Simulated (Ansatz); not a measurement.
ScSi2 in space group P6/mmm (No. 191; Sc on 1a, Si on 2d), the program Ansatz at the r²SCAN level (PAW), all energies at zero smearing, with the estimated change up to a 700 eV cutoff added, with one set of potentials and settings (totals compare only within such a set). Cell of 3 atoms (1 Sc, 2 Si): -3419.867 eV.

```tsv
element	reference phase	E (eV/atom)
Sc	P6_3/mmc, 2 atoms in the cell	-2140.5738
Si	Fd-3m, 2 atoms in the cell	-639.0667
```

Formation energy per atom, worked out: (-3419.867 − 1×(-2140.5738) − 2×(-639.0667))/3 = -0.387 eV/atom (-37 kJ per mol of atoms), at 0 K, without zero-point energy or fitted corrections.

The workflow started from an entry of the Crystallography Open Database (COD). Whether it is the stable phase at ambient conditions was not checked. Symmetry was held in the r²SCAN relaxation; whether a distortion lowers the energy is not shown. No spin polarisation was allowed. The references are the lowest solids computed at this level, not always the standard phases.

Potentials: the later of the program's two PAW sets.
